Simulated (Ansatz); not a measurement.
BaIrO3 (cubic perovskite, Pm-3m) at seven volumes, r²SCAN (plane waves, PAW; program Ansatz), scaled uniformly. One row is withheld.

| V (Å³/atom) | P (GPa) |
|---|---|
| 11.869 | 21.83 |
| 12.260 | 13.17 |
| 12.651 | 6.06 |
| 13.043 | 0.00 |
| 13.434 | ? |
| 13.825 | -9.55 |
| 14.216 | -13.18 |

### Question
Fit the shown pressures and predict the withheld one.

### Answer
P = (3/2)B₀(x^(7/2) − x^(5/2))[1 + (3/4)(B′ − 4)(x − 1)] with x = (V₀/V)^(2/3). Least squares on the six rows gives V₀ = 13.039 Å³/atom, B₀ = 186 GPa, B′ = 4.63. At V = 13.434, x = 0.9803 and P = -5.18 GPa. The run itself gave -5.19 GPa.

The workflow started from an entry of the Crystallography Open Database (COD). Whether it is the stable phase at ambient conditions was not checked. The cell was relaxed with r²SCAN under the symmetry of its start; of distortions, only those at the zone centre were tested. The run is not spin-polarised. Spin–orbit coupling is left out wherever it is not named.

Potentials: the later of the program's two PAW sets.
